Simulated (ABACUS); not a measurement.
Worked example: self-consistent single point of Ge (Cm, 8 atoms in the cell; from Materials Project mp-1091415, changed as shown) in ABACUS.

All values come from this method and carry its errors: LDA (PW92), PseudoDojo 0.4 standard norm-conserving LDA (tails mended) pseudopotentials (plane waves; ABACUS).

The change in words: atom 7 moved by -0.15 angstrom along y. Reference geometry (P6_3/mmc):
```
Ge
1.0
    4.00312     0.00000     0.00000
   -2.00156     3.46680     0.00000
    0.00000     0.00000    13.15671
Ge
8
Direct
  0.00000   0.00000   0.40685
  0.00000   0.00000   0.59315
  0.00000   0.00000   0.90685
  0.00000   0.00000   0.09315
  0.33333   0.66667   0.34406
  0.66667   0.33333   0.65594
  0.66667   0.33333   0.84406
  0.33333   0.66667   0.15594
```

Reference input (self-consistent single point, DFT, LDA (PW92), plane waves, PseudoDojo 0.4 standard norm-conserving LDA (tails mended) pseudopotentials): KPT = Gamma 5 5 1 0 0 0; basis_type = pw; dft_functional = PWLDA; ecutwfc = 78 Ry; smearing_method = mp; smearing_sigma = 0.00367493 Ry; potentials = PseudoDojo 0.4 standard norm-conserving LDA (tails mended); symmetry = 1; symmetry_prec = 1e-05; ks_solver = dav_subspace; scf_nmax = 100; scf_thr = 1.0e-09 Ry. This run's input differs from it in these lines:

```diff
@@ -44,3 +44,3 @@
    0.5000005293    0.2886748950    2.1558216751
-   0.5000005293    0.2886748950    2.7740995260
+   0.5000005293    0.2512037014    2.7740995260
   -0.0000005000    0.5773506560    0.5125146081
```

Log, with long lists cut:

```
 SELF-CONSISTENT
 -------------------------------------------
                                 init_chg = atomic

 PW ALGORITHM --------------- ION=   1  ELEC=   1--------------------------------

 Notice: Threshold on eigenvalues was too large.

 Density error is 0.141743756726
                          Error Threshold = 0.000125684161598
 E_KohnSham     -1427.7269881718     -19425.2222275153
 E_Fermi        0.6476842066         8.8121957149

 PW ALGORITHM --------------- ION=   1  ELEC=   2--------------------------------

 Density error is 0.0116087177402
                          Error Threshold = 0.000126556925648
   [... lines left out ...]

 Density error is 2.35343423929e-09
                          Error Threshold = 3.12333647971e-11
 E_KohnSham     -1427.7297456191     -19425.2597445109
 E_Fermi        0.6695359200         9.1095035280

 PW ALGORITHM --------------- ION=   1  ELEC=   9--------------------------------

 Density error is 1.21247925063e-10
                          Error Threshold = 2.10128057079e-12
 E_KohnSham     -1427.7297456195     -19425.2597445151
 E_KS(sigma->0) -1427.7297191384     -19425.2593842217
 E_entropy(-TS) -0.0000794432        -0.0010808804
 E_Fermi        0.6695362623         9.1095081854
 charge density convergence is achieved
 final etot is -19425.259745 eV
 EFERMI = 9.1095081854 eV

 STATE ENERGY(eV) AND OCCUPATIONS    NSPIN == 1
   [... 65 lines left out ...]

 TOTAL-FORCE (eV/Angstrom)
                       Ge1         0.0000000000         0.0234614143         0.0399823571
                       Ge2         0.0000000000         0.0290356526        -0.0399060243
                       Ge3         0.0000000000        -1.1528978108         0.2135258495
                       Ge4         0.0000000000        -0.0009567103        -0.0425643919
                       Ge5         0.0000000000        -0.0439694952        -0.0119710434
                       Ge6         0.0000000000        -0.0991505851         0.0391524446
                       Ge7         0.0000000000         1.2365160734        -0.2078071844
   [... lines left out ...]

 TOTAL-STRESS (KBAR)
         1.7354497746        -0.0000000001         0.0000000000
        -0.0000000001       -14.3630005611        -5.2464195641
         0.0000000000        -5.2464195641       -29.8074433564
 TOTAL-PRESSURE: -14.144998 KBAR

 --------------------------------------------
 !FINAL_ETOT_IS -19425.2597445151404827 eV
 --------------------------------------------
```

The run converged in 9 iterations. Against the reference run the free energy rises by 12.1 meV/atom, the pressure stays near -1.41 GPa while the xx stress (positive for compression) goes from -0.72 to 0.17 GPa and the largest force goes from 0.106 to 1.254 eV/Å.

Forces above 1 eV/Å remain at this geometry. The structure comes from a collection of computed structures, made at another level of theory; the collection holds predicted forms beside known ones. No clean gap shows at this smearing width and mesh (spacing up to 0.48 Å⁻¹); the mesh is coarse for partly filled bands, so the values carry mesh errors. Semi-local functionals can close small gaps.

Cost on one core: very roughly 3 core-minutes.

“Tails mended”: in these copies of the files the far tail of each local potential was reset to the Coulomb form.
